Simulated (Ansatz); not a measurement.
CdSiN2 in space group R-3m (No. 166; Cd on 3a, Si on 3b, N on 6c), r²SCAN in the plane-wave PAW code Ansatz, all energies at zero smearing, with the estimated change up to a 700 eV cutoff added, with one set of potentials and settings (totals compare only within such a set). Cell of 4 atoms (1 Cd, 1 Si, 2 N): -9677.857 eV.

| element | reference phase | E (eV/atom) |
|---|---|---|
| Cd | P6_3/mmc, 2 atoms in the cell | -8268.1834 |
| Si | Fd-3m, 2 atoms in the cell | -639.0667 |
| N | Pa-3, 8 atoms in the cell | -384.8315 |

Formation energy per atom, worked out: (-9677.857 − 1×(-8268.1834) − 1×(-639.0667) − 2×(-384.8315))/4 = -0.236 eV/atom (-23 kJ per mol of atoms), at 0 K, without zero-point energy or fitted corrections.

The start of the workflow was typed in or built on a structure type; neither database checked (COD, Materials Project) lists it. Whether it is the stable phase at ambient conditions was not checked. The r²SCAN relaxation kept the symmetry of its start; its stability against distortions is not shown here. The references are the lowest solids computed at this level, not always the standard phases (solids in place of the gases).

Potentials: the later of the program's two PAW sets.
